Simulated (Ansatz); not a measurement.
Total density of states per atom from r²SCAN (plane waves, PAW; program Ansatz), in 0.25 eV bins, energy from the Fermi level:

| E (eV) | states/eV/atom |
|---|---|
| -7.85 | 0.00 |
| -7.60 | 0.00 |
| -7.35 | 0.00 |
| -7.10 | 0.00 |
| -6.85 | 0.02 |
| -6.60 | 0.08 |
| -6.35 | 0.24 |
| -6.10 | 0.45 |
| -5.85 | 0.71 |
| -5.60 | 0.77 |
| -5.35 | 0.51 |
| -5.10 | 0.54 |
| -4.85 | 0.64 |
| -4.60 | 0.72 |
| -4.35 | 0.54 |
| -4.10 | 0.70 |
| -3.85 | 0.95 |
| -3.60 | 0.87 |
| -3.35 | 0.74 |
| -3.10 | 0.65 |
| -2.85 | 0.79 |
| -2.60 | 0.70 |
| -2.35 | 1.21 |
| -2.10 | 1.18 |
| -1.85 | 0.87 |
| -1.60 | 0.82 |
| -1.35 | 0.60 |
| -1.10 | 0.64 |
| -0.85 | 0.47 |
| -0.60 | 0.49 |
| -0.35 | 0.53 |
| -0.10 | 0.63 |
| 0.15 | 0.76 |
| 0.40 | 0.64 |
| 0.65 | 0.68 |
| 0.90 | 0.73 |
| 1.15 | 0.41 |
| 1.40 | 0.33 |
| 1.65 | 0.30 |
| 1.90 | 0.08 |
| 2.15 | 0.00 |
| 2.40 | 0.00 |
| 2.65 | 0.00 |
| 2.90 | 0.05 |
| 3.15 | 0.13 |
| 3.40 | 0.25 |
| 3.65 | 0.63 |
| 3.90 | 0.87 |
| 4.15 | 0.57 |
| 4.40 | 0.59 |
| 4.65 | 0.97 |

Q: Pick the material that matches.
A) YN, rock salt
B) TiRh3, I4/mmm (Rh on 2b, Rh on 4d, Ti on 2a)
C) YSiNO2, P4/mmm (Y on 1b, Si on 1c, N on 1d, O on 2f)
D) ScRhN2, R-3m (Sc on 3b, Rh on 3a, N on 6c)

A: D, ScRhN2, R-3m (Sc on 3b, Rh on 3a, N on 6c). Within 0.5 eV of the Fermi level: Rh 4d 43 %, N 2p 40 %, Sc 3d 10 %. Projections are on Löwdin-orthogonalised atomic valence shells; empty p or d shells of many metals are not among them.

The start of the workflow was typed in or built on a structure type; neither database checked (COD, Materials Project) lists it. Whether it is the stable phase at ambient conditions was not checked. The cell was relaxed with r²SCAN under the symmetry of its start; whether a distortion lowers the energy is not shown. Spin order of the final state: ferromagnetic, the only order run, not a proven ground state. Other orbital occupations within this spin state were not tried. No Hubbard U is applied. Scalar-relativistic: spin–orbit coupling is off unless named, which matters more the heavier the elements.

Potentials: the earlier of the program's two PAW sets.
